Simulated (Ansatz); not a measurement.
Geometry optimisation in Ansatz: input, command and trajectory.

```yaml
crystal:
  lattice:
    - [4.8485300388, 0.0, 0.0]
    - [-2.4242650194, 4.1989501846, 0.0]
    - [0.0, 0.0, 7.5435251619]
  atoms:
    - { symbol: Sr, position: [0.0, 0.0, 0.0] }
    - { symbol: Sr, position: [0.3333333333, 0.6666666667, 0.645] }
    - { symbol: Sr, position: [0.6666666667, 0.3333333333, 0.355] }
    - { symbol: Br, position: [0.3333333333, 0.6666666667, 0.245] }
    - { symbol: Br, position: [0.6666666667, 0.3333333333, 0.755] }
basis:
  ecutwfc: 420
kpoints:
  mp_grid: { grid: [6, 6, 2] }
hamiltonian:
  xc: pbe
scf:
  occupations: { method: gaussian, width: 0.1 }
  lower_state_search: "off"
output:
  forces: true
  stress: true
  eigenvalues: true
relax:
  adjacent_minimum: "off"
  f_tol: 0.04
  max_steps: 70
  cell: { stress_tol: 0.4 }
```

```bash
ansatz run input.yaml --threads 1 --pin off --max-ram 2560MiB --backend cpu --events-out ev --progress --plain --runs-dir out
```

Theory: Ansatz 0.2.0, DFT PBE, scalar-relativistic, plane waves, PAW.

Of 28 frames 10 are shown, positions in Å and forces in eV/Å; the SCF threshold varies from step to step. Steps run on the plane waves of an earlier cell, with a Pulay correction in the pressure. The basis is chosen afresh for the last frame, the zero of the energies, and at times for earlier ones too; energy and pressure step there, also at an unchanged geometry. Here that happened at steps 12 (-30 meV/atom, 0.8 GPa), 23 (-7 meV/atom, 0.2 GPa); the frames before carry an error of that size. The mark taken_back stands on steps that the optimiser undid.

```xyz
5
Lattice="4.8485 0.0000 0.0000 -2.4243 4.1989 0.0000 0.0000 0.0000 7.5435" Properties=species:S:1:pos:R:3:forces:R:3 pbc="T T T" step=1 free_energy_over_end_meV_per_atom=560.09 pressure_GPa=7.06
Sr    0.0000    0.0000    0.0000    0.0000    0.0000    0.0000
Sr    0.0000    2.7993    4.8656    0.0000    0.0000    0.0331
Sr    2.4243    1.3997    2.6780    0.0000    0.0000   -0.0331
Br    0.0000    2.7993    1.8482    0.0000    0.0000   -1.2302
Br    2.4243    1.3997    5.6954    0.0000    0.0000    1.2302
5
Lattice="5.0031 0.0000 0.0000 -2.5015 4.3328 0.0000 0.0000 0.0000 8.5254" Properties=species:S:1:pos:R:3:forces:R:3 pbc="T T T" step=4 free_energy_over_end_meV_per_atom=223.80 pressure_GPa=1.07
Sr    0.0000    0.0000    0.0000    0.0000    0.0000    0.0000
Sr    0.0000    2.8885    5.5761    0.0000    0.0000    0.1040
Sr    2.5015    1.4443    2.9493    0.0000    0.0000   -0.1040
Br    0.0000    2.8885    1.4281    0.0000    0.0000   -0.3539
Br    2.5015    1.4443    7.0973    0.0000    0.0000    0.3539
5
Lattice="4.8403 0.0000 0.0000 -2.4202 4.1918 0.0000 0.0000 0.0000 9.6388" Properties=species:S:1:pos:R:3:forces:R:3 pbc="T T T" step=7 free_energy_over_end_meV_per_atom=129.99 pressure_GPa=0.06
Sr    0.0000    0.0000    0.0000    0.0000    0.0000    0.0000
Sr    0.0000    2.7946    6.3046    0.0000    0.0000    0.0137
Sr    2.4202    1.3973    3.3343    0.0000    0.0000   -0.0137
Br    0.0000    2.7946    1.4391    0.0000    0.0000    0.0205
Br    2.4202    1.3973    8.1997    0.0000    0.0000   -0.0205
5
Lattice="4.5378 0.0000 0.0000 -2.2689 3.9298 0.0000 0.0000 0.0000 10.4178" Properties=species:S:1:pos:R:3:forces:R:3 pbc="T T T" step=10 free_energy_over_end_meV_per_atom=108.14 pressure_GPa=0.24
Sr    0.0000    0.0000    0.0000    0.0000    0.0000    0.0000
Sr    0.0000    2.6199    6.7676    0.0000    0.0000   -0.0146
Sr    2.2689    1.3099    3.6502    0.0000    0.0000    0.0146
Br    0.0000    2.6199    1.6021    0.0000    0.0000    0.0777
Br    2.2689    1.3099    8.8156    0.0000    0.0000   -0.0777
5
Lattice="4.5180 0.0000 0.0000 -2.2590 3.9127 0.0000 0.0000 0.0000 10.7826" Properties=species:S:1:pos:R:3:forces:R:3 pbc="T T T" step=13 free_energy_over_end_meV_per_atom=62.62 pressure_GPa=0.52
Sr    0.0000    0.0000    0.0000    0.0000    0.0000    0.0000
Sr    0.0000    2.6084    7.0120    0.0000    0.0000   -0.1067
Sr    2.2590    1.3042    3.7706    0.0000    0.0000    0.1067
Br    0.0000    2.6084    1.6568    0.0000    0.0000    0.0147
Br    2.2590    1.3042    9.1259    0.0000    0.0000   -0.0147
5
Lattice="4.3680 0.0000 0.0000 -2.1840 3.7828 0.0000 0.0000 0.0000 11.8952" Properties=species:S:1:pos:R:3:forces:R:3 pbc="T T T" step=16 free_energy_over_end_meV_per_atom=30.77 pressure_GPa=0.26
Sr    0.0000    0.0000    0.0000    0.0000    0.0000    0.0000
Sr    0.0000    2.5219    7.5980    0.0000    0.0000   -0.0525
Sr    2.1840    1.2609    4.2972    0.0000    0.0000    0.0525
Br    0.0000    2.5219    1.8018    0.0000    0.0000   -0.0140
Br    2.1840    1.2609   10.0934    0.0000    0.0000    0.0140
5
Lattice="4.4163 0.0000 0.0000 -2.2082 3.8247 0.0000 0.0000 0.0000 13.0172" Properties=species:S:1:pos:R:3:forces:R:3 pbc="T T T" step=19 free_energy_over_end_meV_per_atom=22.33 pressure_GPa=-0.46 taken_back
Sr    0.0000    0.0000    0.0000    0.0000    0.0000    0.0000
Sr    0.0000    2.5498    8.0782    0.0000    0.0000    0.1050
Sr    2.2082    1.2749    4.9390    0.0000    0.0000   -0.1050
Br    0.0000    2.5498    1.8350    0.0000    0.0000   -0.2613
Br    2.2082    1.2749   11.1822    0.0000    0.0000    0.2613
5
Lattice="4.4394 0.0000 0.0000 -2.2197 3.8447 0.0000 0.0000 0.0000 13.2935" Properties=species:S:1:pos:R:3:forces:R:3 pbc="T T T" step=22 free_energy_over_end_meV_per_atom=14.03 pressure_GPa=0.12
Sr    0.0000    0.0000    0.0000    0.0000    0.0000    0.0000
Sr    0.0000    2.5631    8.2383    0.0000    0.0000    0.0138
Sr    2.2197    1.2816    5.0552    0.0000    0.0000   -0.0138
Br    0.0000    2.5631    1.6746    0.0000    0.0000    0.0316
Br    2.2197    1.2816   11.6188    0.0000    0.0000   -0.0316
5
Lattice="4.4760 0.0000 0.0000 -2.2380 3.8764 0.0000 0.0000 0.0000 14.0384" Properties=species:S:1:pos:R:3:forces:R:3 pbc="T T T" step=25 free_energy_over_end_meV_per_atom=1.97 pressure_GPa=0.19
Sr    0.0000    0.0000    0.0000    0.0000    0.0000    0.0000
Sr    0.0000    2.5842    8.5856    0.0000    0.0000    0.0787
Sr    2.2380    1.2921    5.4528    0.0000    0.0000   -0.0787
Br    0.0000    2.5842    1.6348    0.0000    0.0000    0.0524
Br    2.2380    1.2921   12.4036    0.0000    0.0000   -0.0524
5
Lattice="4.4621 0.0000 0.0000 -2.2310 3.8643 0.0000 0.0000 0.0000 14.5519" Properties=species:S:1:pos:R:3:forces:R:3 pbc="T T T" step=28 free_energy_over_end_meV_per_atom=0.00 pressure_GPa=0.01
Sr    0.0000    0.0000    0.0000    0.0000    0.0000    0.0000
Sr    0.0000    2.5762    8.8916    0.0000    0.0000   -0.0101
Sr    2.2310    1.2881    5.6603    0.0000    0.0000    0.0101
Br    0.0000    2.5762    1.6552    0.0000    0.0000    0.0143
Br    2.2310    1.2881   12.8967    0.0000    0.0000   -0.0143
```

The start puts this composition into another compound's structure type, which needn't suit it. The cell swells from 30.7 to 50.2 Å³ an atom, so the end can be far from any stable crystal. At the end the space group is P-3m1 (tolerance 0.05 Å).

Time: 2.3 min on 1 thread of Arm Neoverse V1, on a shared host, peak memory 0.44 GiB.

The k mesh is coarse.